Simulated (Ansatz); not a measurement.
Ansatz (a first-principles code) input:

Ansatz 0.2 input:
```yaml
crystal:
  lattice:
    - [4.0909776423, 0.0, 0.0]
    - [0.0, 4.0909776423, 0.0]
    - [0.0, 0.0, 4.0909776423]
  atoms:
    - { symbol: Ta, position: [0.5, 0.5, 0.5] }
    - { symbol: Ba, position: [0.0, 0.0, 0.0] }
    - { symbol: O, position: [0.0, 0.5, 0.5] }
    - { symbol: O, position: [0.5, 0.0, 0.5] }
    - { symbol: O, position: [0.5, 0.5, 0.0] }
kpoints:
  mp_grid: { grid: [10, 10, 10] }
hamiltonian:
  xc: r2scan
  pseudopotentials: { azcp: { folder: ./paw }, kind: paw }
scf:
  occupations: { method: gaussian, width: 0.05 }
checkpoint: { read: metal.run }
output: { write_density: true, elf: true, volumetric_format: npy }
basis: { fft_grid_basis: typed }
```

Output (shortened):

```
Pseudopotential: Ta, paw, valence charge 13
Pseudopotential: Ba, paw, valence charge 10
Pseudopotential: O, paw, valence charge 6
Functional definition: r2SCAN
Crystal: 5 atoms, lattice volume = 68.467 Å³
Basis set: ecut = 500 eV, 1743 PW (Γ), exchange–correlation on 120×120×120 points (64 copies of the dense FFT grid, shifted against one another)
Bands: 31, of which v1, the nominal top of the filled ones, is band 21 counted from 1 (20 counted from 0)
Symmetry: 48 space group operations
Space group: Pm-3m (ITA 221), of the structure as read, at distance tolerance 4.1e-5 Å
k-points: 56 of 1000
Stability of the state it starts from, as read at its close in the unpolarized treatment …
iter 1 solved again at ethr=4.49e-7 eV; its pass at ethr=3.10e-3 eV (dr2=1.84e-4 eV) is discarded
SCF iter   1: F=—  HF=-17623.460119 eV  |F-HF|=—  |Δ(HF+E_count)|=         —  Δρ=1.01e-6  dr2=4.18e-10  dr2_τ=4.41e-11  ethr=4.49e-7  ⟨swp⟩=2.9  Hψ=13702  notcnv=0  defer=1
preconditioner: auto → Kerker (q_TF=auto, 2.505 Å⁻¹)
SCF iter   2: F=—  HF=-17623.460119 eV  |F-HF|=—  |Δ(HF+E_count)|=   1.50e-7  Δρ=7.15e-7  dr2=2.19e-10  dr2_τ=6.98e-11  ethr=1.02e-12  ⟨swp⟩=9.2  Hψ=8294  notcnv=0
SCF iter   3: F=-17623.460119 eV  HF=-17623.460119 eV  |F-HF|=4.00e-11  |Δ(HF+E_count)|=  2.55e-11  Δρ=3.40e-7  dr2=4.51e-11  dr2_τ=5.85e-12  ethr=1.00e-12  ⟨swp⟩=1.1  Hψ=3708  notcnv=0
SCF 1 converged in 3 iterations: F = -17623.460119 eV  dr2 = 4.51e-11
SCF converged after 3 iterations
Free energy (F): -17623.460119 eV
Harris-Foulkes:  -17623.460119 eV  (|F-HF|=4.00e-11)
Internal energy: -17623.458191 eV  (E = F + TS)
E sigma→0 (E₀):  -17623.459155 eV
Entropy (-TS):   -0.001928 eV (-0.386 meV/atom)
Fermi energy:    14.912624 eV
--- Per-component energies (eV) ---
  E_band       = -155.327874
  E_kinetic    = 1064.869651
  E_local      = -1991.631226  (includes V_loc(G=0)·N_el)
  E_nonlocal   = 237.803933
  E_hartree    = 741.851106
  E_xc         = -704.951845
  E_vxc        = -708.605379  (∫ρ·V_xc dr)
  E_paw        = -14051.615409  (= ΣΔE_a)
  E_vpaw       = -280.698336  (= ΣTr[D̂ρ^β])
  E_aug_tail   = 0.000833  (compensation charges beyond the density's cutoff)
  E_vtau       = 39.230285  (kinetic-family band-sum trace: ∫τ·v_τ [+ j·A + Jᵃ·Aᵃ] dr)
  E_ewald      = -2919.003291
  E_core_change = -0.781942  (= ΣΔE_core)
  E_smearing   = -0.001928  (= −TS)
  E_closure    = 0.000000  (closes the sum)
  Σ components = -17623.460119   (vs F -17623.460119, Δ=0.00e0)
  [band-id]    e_kinetic+e_local+e_nonlocal+2·e_hartree+e_vxc+e_vpaw+e_augmentation_tail+e_vtau = -155.328028   (vs E_band -155.327874, Δ=-1.54e-4)
--- Band table (eV; the first three rows and the last of 56) ---
  k-point 0: bands = ["-57.0303", "-22.9372", "-22.9372", "-22.9372", "-14.8427", "-7.4165", "-6.9034", "-6.9034", "0.3811", "0.3811", "0.3811", "8.5309", "8.5309", "8.5309", "9.3421", "9.3421", "9.3421", "10.1883", "10.1883", "10.1883", "13.7264", "13.7264", …
  k-point 1: bands = ["-57.0303", "-22.9459", "-22.9369", "-22.9369", "-14.8327", "-7.4084", "-6.9011", "-6.8639", "0.3919", "0.3919", "0.4060", "8.3082", "8.5047", "8.5047", "9.2311", "9.2311", "9.2713", "9.9165", "10.1265", "10.1265", "13.7527", "13.9925", …
  k-point 2: bands = ["-57.0303", "-22.9687", "-22.9360", "-22.9360", "-14.8064", "-7.4246", "-6.8953", "-6.7155", "0.4204", "0.4204", "0.4712", "7.6656", "8.4246", "8.4246", "8.9777", "8.9777", "9.0964", "9.4004", "9.9973", "9.9973", "13.8239", "14.6576", …
  k-point 55: bands = ["-57.0298", "-23.0182", "-23.0182", "-23.0182", "-14.6276", "-6.2065", "-6.2065", "-6.2065", "-0.2565", "-0.2565", "-0.2565", "5.4946", "6.0508", "6.0508", "7.8404", "7.8404", "7.8404", "10.4243", "10.4243", "10.4243", "17.6545", …
```

Cost: roughly 19 core-seconds on shared cores.

The start of the workflow was typed in or built on a structure type; the Crystallography Open Database copy checked does not list it. Its standing as an ambient phase is unchecked. Symmetry was held in the r²SCAN relaxation; whether a distortion lowers the energy is not shown. The run is not spin-polarised. The volume moved by -17 % from the start of the relaxation. With an odd number of electrons in the cell and no spin polarisation, the count alone makes it a metal. Spin–orbit coupling is left out wherever it is not named.

Potentials: the earlier of the program's two PAW sets.

Ansatz is a plane-wave DFT program.
